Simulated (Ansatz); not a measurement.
GaAs:
```xyz
2
Lattice="0.0000 2.8296 2.8296 2.8296 0.0000 2.8296 2.8296 2.8296 0.0000" Properties=species:S:1:pos:R:3 pbc="T T T"
Ga     0.0000     0.0000     0.0000
As     4.2444     4.2444     4.2444
```

PBEsol in the plane-wave PAW code Ansatz gives a gap of 0.42 eV without spin–orbit coupling, maximum at Γ, minimum at Γ.

Problem. What happens when spin–orbit coupling is switched on?

Solution. The gap falls by 0.11 eV, to 0.31 eV; maximum at Γ, minimum at Γ.

Problem. How large is the spin–orbit splitting of the valence top at Γ?

Solution. The fourfold level lies 0.34 eV above the split-off pair.

Problem. Give the electron effective mass with spin–orbit coupling.

Solution. 0.022 mₑ (isotropic).

Space group F-43m (zinc blende). The PBEsol relaxation kept the symmetry of its start.

Potentials: the earlier of the program's two PAW sets. The files were generated under PBE; for other functionals the program regenerates the frozen cores, and for LDA and PBEsol the local potential too.
